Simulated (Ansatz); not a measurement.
# Notes on Mn

```yaml
crystal:
  lattice:
    - [1.43651, 2.48811, 0.00000]
    - [-1.43651, 2.48811, 0.00000]
    - [0.00000, 0.00000, 4.55654]
  atoms:
    - { symbol: Mn, position: [0.33330, 0.33340, 0.25000] }
    - { symbol: Mn, position: [0.66660, 0.66670, 0.75000] }
```

Method: r2SCAN, no spin polarisation; PAW, plane waves to 500 eV, 13×13×8 Γ-centred mesh, fermi-dirac occupations (width 0.1 eV) (Ansatz 0.2.0), atoms fixed.

Problem. Is there a gap?

Solution. It is a metal, with about 5.1 states/eV a cell as the mean within 0.25 eV of the Fermi level, mostly Mn d (95 %).

Problem. Is the cell too large or too small?

Solution. The pressure is -50.0 GPa (compression positive), so with the atoms held at these fractions the cell would first shrink.

Problem. Describe some of the short contacts.

Solution. Mn–Mn at 2.82 Å: least valence density 0.22 e/Å³ and ELF 0.36 there. These are pseudo-fields; inside the PAW spheres they differ from the all-electron ones.

Origin: a known structure type with other elements, at an estimated volume, so it need not be a known compound. Caveats: no spin polarisation, so a magnetic state may lie lower; atoms or cell far from equilibrium.
